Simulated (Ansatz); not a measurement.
Starting cell, Mo (bcc, W type):

```
CELL_PARAMETERS angstrom
     -3.15061     3.15061     3.15061
      1.57530    -1.57530     1.57530
      1.57530     1.57530    -1.57530
ATOMIC_POSITIONS crystal
  Mo 0.00000 0.00000 0.00000
  Mo 0.50000 0.00000 0.00000
```

In each cell atom 2 (Mo, nearest neighbour Mo at 2.729 Å; its periodic images, 2.7 Å or more away, move with it) moves by s·(0.000, 0.000, 1.000) (along Cartesian z), the rest being held.

The numbers are results of r2SCAN (plane waves to 500 eV, PAW, scalar-relativistic; Ansatz, an electronic-structure program), not measurements. k mesh 17×17×17 (Γ-centred), Fermi-Dirac smearing 0.05 eV. E stands for the smeared free energy. With partly filled bands, energies and forces of such displacements shift with the k mesh and the smearing. On this mesh the relaxed cell isn't quite at rest: it carries a pressure of 0.1 GPa (compression positive) at the zero of the scan. Mo is run without spin polarisation. Mo was relaxed with its symmetry unable to fall. ΔE is measured from the undisplaced structure.

Successive frames, forces in eV/Å:

| frame | ΔE (eV/cell) | F on Mo1 | F on Mo2 |
|---|---|---|---|
| s = 0.000 Å | 0.000 | (0.000, 0.000, 0.000) | (0.000, 0.000, 0.000) |
| s = 0.164 Å | 0.136 | (0.000, 0.464, 1.658) | (0.000, -0.464, -1.658) |
| s = 0.328 Å | 0.541 | (0.000, 0.913, 3.280) | (0.000, -0.913, -3.280) |
| s = 0.492 Å | 1.201 | (0.000, 1.455, 4.641) | (0.000, -1.455, -4.641) |

### Question
What are the energy and the forces in the next frame, s = 0.656 Å?

### Answer
ΔE (eV/cell) = 1.941.

```csv
atom,Fx,Fy,Fz
Mo1,0.000,2.346,3.786
Mo2,0.000,-2.346,-3.786
```

(For displaced atoms, the force is minus the slope of the energy, and its curvature is a force constant, which sets phonon frequencies.)
